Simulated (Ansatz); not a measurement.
**Relaxation path: rocksalt TiC (100), 2 layers**

DFT, PBE, PAW with Ansatz's default frozen-core files, scalar-relativistic (Ansatz 0.2.0); a Γ-centred 13×13×1 k mesh, Fermi–Dirac smearing of 0.05 eV, no spin polarisation. The run relaxes the atoms in the fixed cell.

Command: `ansatz run input.yaml --threads 1 --pin off --max-ram 3584MiB --backend cpu --events-out ev --progress --plain --runs-dir out` It took 24 s on 1 thread of Intel(R) Xeon(R) 6975P-C (Granite Rapids), on a shared host, peak memory 0.47 GiB.

```yaml
crystal:
  lattice:
    - [3.0637012665, 0.0, 0.0]
    - [0.0, 3.0637012665, 0.0]
    - [0.0, 0.0, 18.1664]
  atoms:
    - { symbol: Ti, position: [0.0, 0.0, 0.4403744291] }
    - { symbol: C, position: [0.5, 0.5, 0.4403744291] }
    - { symbol: Ti, position: [0.5, 0.5, 0.5596255709] }
    - { symbol: C, position: [0.0, 0.0, 0.5596255709] }
kpoints:
  mp_grid: { grid: [13, 13, 1] }
scf:
  occupations: { method: fermi_dirac, width: 0.05 }
hamiltonian:
  xc: pbe
  pseudopotentials: { kind: paw }
output:
  forces: true
  stress: true
  eigenvalues: true
  write_density: true
  write_potential: true
  elf: true
  volumetric_format: npy
relax:
  f_tol: 0.01
  max_steps: 40
efield:
  axis: 3
  amplitude: 0
  dipole_correction: true
```

Each step lists its free energy a cell above the last geometry, and Cartesian positions (Å) with forces (eV/Å).

The first step:

```
step 1  dF = 87.05 meV
  Ti 0.0000 0.0000 8.0000   0.0000 0.0000 1.2310
  C 1.5319 1.5319 8.0000   0.0000 0.0000 -0.1819
  Ti 1.5319 1.5319 10.1664   0.0000 0.0000 -1.2311
  C 0.0000 0.0000 10.1664   0.0000 0.0000 0.1819
```

Task: Where does the relaxation end, and by which steps?

Result: After 4 geometries, with a shortest distance of 2.098 Å. The further steps:
```
step 2  dF = 52.94 meV
  Ti 0.0000 0.0000 8.0983   0.0000 0.0000 -0.7215
  C 1.5319 1.5319 7.9479   0.0000 0.0000 0.5826
  Ti 1.5319 1.5319 10.0681   0.0000 0.0000 0.7215
  C 0.0000 0.0000 10.2185   0.0000 0.0000 -0.5826
step 3  dF = 3.75 meV
  Ti 0.0000 0.0000 8.0616   0.0000 0.0000 0.0912
  C 1.5319 1.5319 7.9822   0.0000 0.0000 0.1679
  Ti 1.5319 1.5319 10.1048   0.0000 0.0000 -0.0912
  C 0.0000 0.0000 10.1842   0.0000 0.0000 -0.1680
step 4  dF = 0.00 meV
  Ti 0.0000 0.0000 8.0679   0.0000 0.0000 0.0060
  C 1.5319 1.5319 8.0003   0.0000 0.0000 0.0083
  Ti 1.5319 1.5319 10.0985   0.0000 0.0000 -0.0060
  C 0.0000 0.0000 10.1661   0.0000 0.0000 -0.0083
step 5  dF = 0.00 meV  (same geometry, solved once more)
  Ti 0.0000 0.0000 8.0679   0.0000 0.0000 0.0058
  C 1.5319 1.5319 8.0003   0.0000 0.0000 0.0078
  Ti 1.5319 1.5319 10.0985   0.0000 0.0000 -0.0058
  C 0.0000 0.0000 10.1661   0.0000 0.0000 -0.0078
```
